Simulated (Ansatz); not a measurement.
# What is wrong with this input? (InSe2)

Intended: InSe2, PBE, plane waves and PAW in Ansatz. The input:

```yaml
crystal:
  lattice:
    - [3.894893, 0.0, 0.0]
    - [0.0, 3.894893, 0.0]
    - [0.0, 0.0, 9.626231]
  atoms:
    - { symbol: In, position: [0.0, 0.5, 0.706468] }
    - { symbol: In, position: [0.5, 0.0, 0.293532] }
    - { symbol: Se, position: [0.0, 0.5, 0.366212] }
    - { symbol: Se, position: [0.5, 0.0, 0.633788] }
    - { symbol: Se, position: [0.0, 0.0, 0.0] }
    - { symbol: Se, position: [0.5, 0.5, 0.0] }
basis:
  ecutwfc: 420
kpoints:
  mp_grid: { grid: [10, 10, 4] }
hamiltonian:
  xc: pbe
scf:
  occupations: { method: gaussian, width: 0.1 }
  n_extra_bands: 0
output:
  forces: true
  stress: true
  eigenvalues: true
```

Command:

```bash
ansatz run input.yaml --threads 1 --pin off --max-ram 2560MiB --backend cpu --events-out ev --progress --plain --runs-dir out
```

From the log:

```text
Error: inconsistent input (scf.n_extra_bands, scf.occupations.method): n_bands = 45 leaves no empty band above the 45 bands per channel that the deck's 90 electrons occupy, and the occupations search for the Fermi level (a smearing at a finite width, or tetrahedra): a level found among occupied bands alone can fill a metal as an insulator …
```

Problem. Name the fault and the cure.

Solution. The fault is no empty bands beside a smearing. A smearing spreads electrons over states above the Fermi level, and these must be among the bands solved. The cure is more bands.

Mended input, as a difference:

```diff
 scf:
-  n_extra_bands: 0
```

With the mended input the run converges and gives a largest force of 0.055 eV/Å, a pressure of -0.10 GPa.

Time of the mended run: 44 s on 1 thread of Arm Neoverse V1, on a shared host, peak memory 0.59 GiB.